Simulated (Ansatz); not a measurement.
Ansatz input file:

```yaml
crystal:
  lattice:
    - [3.8666959912, 0.0, 0.0]
    - [0.0, 3.8666959912, 0.0]
    - [0.0, 0.0, 3.8666959912]
  atoms:
    - { symbol: K, position: [0.5, 0.5, 0.5] }
    - { symbol: Ta, position: [0.0, 0.0, 0.0] }
    - { symbol: O, position: [0.5, 0.0, 0.0] }
    - { symbol: O, position: [0.0, 0.5, 0.0] }
    - { symbol: O, position: [0.0, 0.0, 0.5] }
basis:
  ecutwfc: 500
kpoints:
  mp_grid: { grid: [6, 6, 6] }
hamiltonian:
  xc: r2scan
scf:
  occupations: { method: gaussian, width: 0.02 }
output:
  forces: true
  stress: true
  eigenvalues: true
```

Run as
```bash
ansatz run input.yaml --threads 2 --pin off --max-ram 5120MiB --backend cpu --events-out ev --progress --plain --runs-dir out
```

Computed with Ansatz 0.2.0, DFT r2SCAN, scalar-relativistic, plane waves, PAW.

Part of what the program printed, abridged (final results; tables in files aren't shown):

```
SCF 1 converged in 6 iterations: F = -13198.988319 eV  dr2 = 1.87e-8
SCF converged after 6 iterations
Free energy (F): -13198.988319 eV
Harris-Foulkes:  -13198.988319 eV  (|F-HF|=7.43e-9)
Internal energy: -13198.988319 eV  (E = F + TS)
E sigma→0 (E₀):  -13198.988319 eV
Fermi energy:    11.160262 eV
--- Per-component energies (eV) ---
  E_band       = -235.092198
  E_kinetic    = 1162.162775
  E_local      = -2108.742623  (includes V_loc(G=0)·N_el)
  E_nonlocal   = 170.894118
  E_hartree    = 744.229650
  E_xc         = -563.144130
  E_vxc        = -730.660900  (∫ρ·V_xc dr)
  E_paw        = -9693.277218  (= ΣΔE_a)
  E_vpaw       = -259.337984  (= ΣTr[D̂ρ^β])
  E_aug_tail   = 0.003227  (compensation charges beyond the density's cutoff)
  E_vtau       = 42.126231  (kinetic-family band-sum trace: ∫τ·v_τ [+ j·A + Jᵃ·Aᵃ] dr)
  E_ewald      = -2910.065830
  E_core_change = -1.048288  (= ΣΔE_core)
  E_smearing   =  0.000000  (= −TS)
--- Forces (eV/Å), atoms counted from 1 ---
  atom   1  K      0.00000000     0.00000000     0.00000000
  atom   2  Ta     0.00000000     0.00000000     0.00000000
  atom   3  O      0.00000000     0.00000000     0.00000000
  atom   4  O      0.00000000     0.00000000     0.00000000
  atom   5  O      0.00000000     0.00000000     0.00000000
--- Stress (GPa, compression-positive) ---
       24.242457       0.000000       0.000000
        0.000000      24.242457       0.000000
        0.000000       0.000000      24.242457
  P = ⅓ Tr σ = 24.2425 GPa (242.425 kbar)
--- Band table (eV; the first three rows and the last of 20) ---
  k-point 0: bands = ["-58.9855", "-24.9542", "-24.9542", "-24.9542", "-18.5643", "-9.1225", "-8.4678", "-8.4678", "-1.3752", "-1.3752", "-1.3752", "7.3226", "7.3226", "7.3226", "8.4921", "8.4921", "8.4921", "9.1604", "9.1604", "9.1604", "12.5907", "12.5907", "12.5907", "17.9480", "18.0885"]
  k-point 1: bands = ["-58.9853", "-24.9945", "-24.9526", "-24.9526", "-18.5524", "-9.0563", "-8.4606", "-8.2420", "-1.3620", "-1.3620", "-1.3241", "6.6045", "7.2563", "7.2563", "8.0981", "8.0981", "8.3474", "8.3586", "9.0371", "9.0371", "12.6387", "13.4708", "13.4708", "18.1057", "18.4246"]
  k-point 2: bands = ["-58.9849", "-25.0736", "-24.9495", "-24.9495", "-18.5286", "-9.0562", "-8.4462", "-7.5736", "-1.3357", "-1.3357", "-1.2204", "4.7826", "7.0759", "7.0759", "7.5188", "7.5188", "7.6340", "8.0776", "8.9391", "8.9391", "12.7385", "15.0531", "15.0531", "18.1221", "19.4211"]
  k-point 19: bands = ["-58.9831", "-25.0964", "-25.0964", "-25.0964", "-18.4740", "-7.1393", "-7.1393", "-7.1393", "-1.7479", "-1.7479", "-1.7479", "3.7726", "3.7726", "4.0325", "5.5036", "5.5036", "5.5036", "9.7298", "9.7298", "9.7298", "17.5931", "17.5931", "17.5931", "19.6761", "19.6761"]
```

The run converged.

It took 1.8 s on 2 threads of Oxide Virtual Turin-like Processor (Zen 5), on a shared host, peak memory 0.51 GiB.

Spin–orbit coupling is left out, which can shift energies with elements as heavy as these.